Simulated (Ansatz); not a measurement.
**Ti3Al4Ni: relaxed-ion elastic tensor**

The calculation used Ansatz, DFT PBE, scalar-relativistic, plane waves, PAW. Settings: 420 eV plane-wave cutoff, Γ-centred 6×6×12 mesh, Fermi-Dirac smearing of 0.15 eV. No spin polarisation.

The cell, relaxed at this level:
```yaml
crystal:
  lattice:
    - [6.31630, 0.00000, 0.00000]
    - [0.00000, 6.31630, 0.00000]
    - [0.00000, 0.00000, 3.06125]
  atoms:
    - { symbol: Ti, position: [0.50000, 0.00000, 0.50000] }
    - { symbol: Ti, position: [0.50000, 0.50000, 0.50000] }
    - { symbol: Ti, position: [0.00000, 0.50000, 0.50000] }
    - { symbol: Al, position: [0.22359, 0.77641, 0.00000] }
    - { symbol: Al, position: [0.22359, 0.22359, 0.00000] }
    - { symbol: Al, position: [0.77641, 0.77641, 0.00000] }
    - { symbol: Al, position: [0.77641, 0.22359, 0.00000] }
    - { symbol: Ni, position: [0.00000, 0.00000, 0.50000] }
```

The cell was found from a structure generator's guess, not taken from experiment. In a metal, frequencies and elastic constants depend on the k mesh and the smearing, soft modes and shear constants most.

(1) Give the relaxed-ion elastic constants (GPa, Voigt order xx yy zz yz xz xy, on the Cartesian axes of the cell above).

(2) Is the crystal stable against homogeneous strain?

(3) And the moduli of a polycrystal (Hill averages)?

Answers

(1)
C11 = 150.6, C12 = 92.7, C13 = 102.4, C22 = 150.6, C23 = 102.4, C33 = 152.9, C44 = 97.7, C55 = 97.7, C66 = 96.3 GPa; the others vanish.

(2) Yes: the least eigenvalue of the tensor is 46.5 GPa.

(3) B = 116 GPa, G = 57 GPa, E = 148 GPa, ν = 0.29.
